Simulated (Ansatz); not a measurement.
**Mo: from a starting cell to a relaxed one**

The start is a generated cell, Mo built in the AFLOW prototype A_tP12_96_ab (as in Si). The cell and all atomic positions are relaxed at zero pressure with PBE (plane waves to 420 eV, PAW, scalar-relativistic; Ansatz, a first-principles code). First-step values are on the input's coarse k-mesh.

Ansatz input (later rounds restart from its end on a renewed k-mesh):
Ansatz 0.2 input:
```yaml
crystal:
  lattice:
    - [5.2995325, 0, 0]
    - [0, 5.2995325, 0]
    - [0, 0, 6.6774096]
  atoms:
    - { symbol: Mo, position: [0.0849, 0.0849, 0] }
    - { symbol: Mo, position: [0.5849, 0.4151, 0.25] }
    - { symbol: Mo, position: [0.4151, 0.5849, 0.75] }
    - { symbol: Mo, position: [0.9151, 0.9151, 0.5] }
    - { symbol: Mo, position: [0.1752, 0.3792, 0.2742] }
    - { symbol: Mo, position: [0.6752, 0.1208, 0.9758] }
    - { symbol: Mo, position: [0.3248, 0.8792, 0.4758] }
    - { symbol: Mo, position: [0.8248, 0.6208, 0.7742] }
    - { symbol: Mo, position: [0.6208, 0.8248, 0.2258] }
    - { symbol: Mo, position: [0.1208, 0.6752, 0.0242] }
    - { symbol: Mo, position: [0.8792, 0.3248, 0.5242] }
    - { symbol: Mo, position: [0.3792, 0.1752, 0.7258] }
basis: { ecutwfc: 420, ecutrho_ratio: 4, xc_grid: 2, fft_grid_basis: typed }
kpoints: { mp_grid: { grid: [5, 5, 4] } }
hamiltonian:
  xc: pbe
  dispersion: none
  pseudopotentials: { kind: paw }
scf: { occupations: { method: fermi_dirac, width: 0.05 } }
relax: { f_tol: 0.01, max_steps: 100, cell: { stress_tol: 0.02 } }
output: { forces: true, stress: true }
```

Problem. Does the structure survive the relaxation? Give the final space group.

Solution. The space group goes from P4₃2₁2 (No. 96) to P4₁2₁2 (No. 92), with 4 atoms in the primitive cell.

Problem. By how much does the energy per atom fall from start to end?

Solution. About 1.5 eV/atom.

Problem. How do the shortest distances between atoms change?

Solution. The closest pairs of elements (up to four, under 3.6 Å), start → end: Mo–Mo 2.19 → 2.65 Å.

Problem. Is the relaxed structure metallic? Give its gap.

Solution. No gap (metallic).

Final values are on a 8×8×14 k-mesh of the relaxed cell. The start holds a very short contact (Mo–Mo 2.19 Å). No spin polarisation in the result.

The run could not lose the symmetry of its start, so the end can be a saddle point.

The relaxed structure here is a generated cell of Mo: the first start was made by placing the elements on the sites of a structure type, and the end was not matched to a known phase here, so it may be hypothetical. Known forms of Mo include space group No. 229.
